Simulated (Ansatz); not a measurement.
ScS (rock salt, Fm-3m) under volume change, DFT-PBEsol in the program Ansatz with PAW potentials, scaled uniformly.

| V (Å³/atom) | E − E(relaxed) (meV/atom) | P (GPa) |
|---|---|---|
| 15.509 | (withheld) | (withheld) |
| 16.020 | 23.5 | 7.78 |
| 16.531 | 5.6 | 3.59 |
| 17.043 | 0.0 | 0.01 |
| 17.554 | (withheld) | (withheld) |
| 18.065 | 19.0 | -5.66 |
| 18.577 | 40.7 | -7.89 |

Fill in the missing entries.


- 15.509, E − E(relaxed) (meV/atom): 56.0
- 15.509, P (GPa): 12.69
- 17.554, E − E(relaxed) (meV/atom): 5.0
- 17.554, P (GPa): -3.05

What does a third-order Birch–Murnaghan fit give for V₀, B₀ and B′?

V₀ = 17.04 Å³/atom, B₀ = 110 GPa, B′ = 4.3.

The workflow started from an entry of the Crystallography Open Database (COD). Its standing as an ambient phase is unchecked. Symmetry was held in the PBEsol relaxation; its stability against distortions is not shown here. No spin polarisation was allowed.

Potentials: the later of the program's two PAW sets.
